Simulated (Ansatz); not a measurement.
Consider the following.

HgS:
```
HgS
1.0
    4.16168     0.00000     0.00000
   -2.08084     3.60412     0.00000
    0.00000     0.00000     9.50325
Hg S
3 3
Cartesian
  2.96922   0.00000   6.33550
 -1.48461   2.57142   3.16775
  0.59623   1.03270   0.00000
  2.07555   0.00000   1.58387
 -1.03778   1.79748   7.91937
  1.04306   1.80664   4.75162
```

This is the PBE+D3(BJ)-relaxed structure. Cartesian axes are those of the cell as given.

### Question
All from PBE+D3(BJ) (plane waves, PAW; program Ansatz), unless another level is named. Predict the Debye temperature from the elastic constants.

### Answer
151 K.

### Question
Predict the elastic constants (relaxed ions, GPa).

### Answer
C11 = 37.9, C12 = 8.4, C13 = 15.6, C14 = -8.8, C33 = 49.1, C44 = 18.5.

### Question
What about the piezoelectric stress constants (proper, relaxed ions, C/m²)?

### Answer
e11 = e14 = -0.33, e12 = e25 = e26 = 0.33.

Space group P3_221. The cell was relaxed with PBE+D3(BJ) under the symmetry of its start; of distortions, only those at the zone centre were tested. Spin–orbit coupling is left out wherever it is not named.

Potentials: the later of the program's two PAW sets.
